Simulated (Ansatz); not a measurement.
A geometry of ZnNi away from equilibrium: the start of the relaxation of a generated trial cell of ZnNi in the AFLOW prototype AB_oP8_57_d_d (as in TlF). These are PBE (plane waves to 420 eV, PAW, scalar-relativistic; Ansatz, a quantum-chemistry and plane-wave program) values and carry that method's errors. Γ-centred k-mesh 7×7×8 on the run's cell (coarser than for final values), Fermi–Dirac smearing 0.05 eV.

```xyz
8
Lattice="5.0132 0.0000 0.0000 0.0000 4.5140 0.0000 0.0000 0.0000 4.2627" Properties=species:S:1:pos:R:3:forces:R:3 pbc="T T T" free_energy=-36628.823 pressure_GPa=46.4
Zn     1.2784     2.3003     1.0657    7.1333    2.8457    0.0000
Zn     1.2784     4.4707     3.1970    7.1333   -2.8457    0.0000
Zn     3.7348     0.0433     1.0657   -7.1333    2.8457    0.0000
Zn     3.7348     2.2137     3.1970   -7.1333   -2.8457    0.0000
Ni     4.3078     2.5405     1.0657   -3.2599   -1.6052    0.0000
Ni     4.3078     4.2305     3.1970   -3.2599    1.6052    0.0000
Ni     0.7054     0.2835     1.0657    3.2599   -1.6052    0.0000
Ni     0.7054     1.9735     3.1970    3.2599    1.6052    0.0000
```

Positions in Å, forces in eV/Å, free energy of the cell in eV (comparable only within this code, potentials and settings). Largest force: 7.68 eV/Å, on Zn1, Zn2, Zn3, Zn4 (atoms numbered as listed); the geometry lies 0.92 eV/atom above the end of its relaxation.

Spin-polarised start, with parallel moments on Ni.

No spin polarisation in the result: the starting moments vanished. A magnetic state may lie lower.

The run could not lose the symmetry of its start; a randomly shaken copy of 8 atoms returns to this structure.

The end of the path is a generated cell of ZnNi: the first start was made by placing the elements on the sites of a structure type, and the end was not matched to a known phase here, so it may be hypothetical.
